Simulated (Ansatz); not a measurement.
Computed with DFT PBE, scalar-relativistic, plane waves, PAW in Ansatz 0.2.0. Settings: cutoff 420 eV, Γ-centred meshes spaced at most about 0.3 Å⁻¹, and about 0.25 Å⁻¹ or finer for metals (2π included), Gaussian smearing. No spin polarisation in the final relaxations.

These are static total energies at zero pressure. All come from trial cells, and lower structures may exist.

**Question.** Order these relaxed structures of Zr₂BN₃ by energy, lowest first, with the energy over the lowest of them.
1.

```xyz
6
Lattice="3.0653 0.0000 0.0000 0.0000 3.0653 0.0000 0.0000 0.0000 6.7637" Properties=species:S:1:pos:R:3 pbc="T T T"
Zr    0.0000    1.5326    4.7697
Zr    1.5326    0.0000    1.9940
B     0.0000    0.0000    0.0000
N     1.5326    1.5326    0.0000
N     0.0000    1.5326    2.4476
N     1.5326    0.0000    4.3161
```

2.

```xyz
6
Lattice="3.3062 0.0000 0.0000 0.0000 1.5078 6.5799 0.0000 -1.5078 6.5799" Properties=species:S:1:pos:R:3 pbc="T T T"
Zr    1.6531    0.0000    6.6610
Zr    0.0000    0.0000    2.6332
B     1.6531    0.0000   10.3969
N     1.6531    0.0000    4.3856
N     1.6531    0.0000    8.8713
N     0.0000    0.0000    0.2789
```

3.

```xyz
6
Lattice="-1.9987 1.9987 5.6888 1.9987 -1.9987 5.6888 1.9987 1.9987 -5.6888" Properties=species:S:1:pos:R:3 pbc="T T T"
Zr    0.0000    0.0000    3.6572
Zr    0.0000    0.0000    7.7204
B     0.0000    0.0000    0.0000
N     0.0000    1.9987    2.8444
N     1.9987    0.0000    2.8444
N     0.0000    0.0000    5.6888
```

4.

```xyz
6
Lattice="3.0521 0.0000 0.0000 -1.5260 2.6432 0.0000 0.0000 0.0000 7.5506" Properties=species:S:1:pos:R:3 pbc="T T T"
Zr    0.0000    1.7621    5.1117
Zr    1.5260    0.8811    2.4389
B     0.0000    0.0000    0.0000
N     0.0000    1.7621    0.9561
N     1.5260    0.8811    6.5945
N     0.0000    0.0000    3.7753
```

**Answer.** 2 (0 meV/atom), 1 (634 meV/atom), 4 (698 meV/atom), 3 (892 meV/atom). Forms: 2 Amm2; 1 P-4m2; 4 Zr and B ordered on rock salt sites, P-3m1; 3 I4/mmm. Counting B or N atoms around Zr (for each partner element, those within 1.25 times its shortest distance or 1.15 times the sum of covalent radii, where it is the nearest in units of that sum or under 1.3; a plus sign parts groups by distance over the sum of covalent radii; a slash parts the counts of unlike sites): cell 2 has Zr 6+2+1/11; cell 1 has Zr 9; cell 4 has Zr 6+3; cell 3 has Zr 5.

Cells relaxed within their symmetry can be saddle points. The Amm2 cell of Zr2BN3 came from shaking the P-4m2 one. Some types were kept out of the candidates beforehand, so the set may lack a known form.
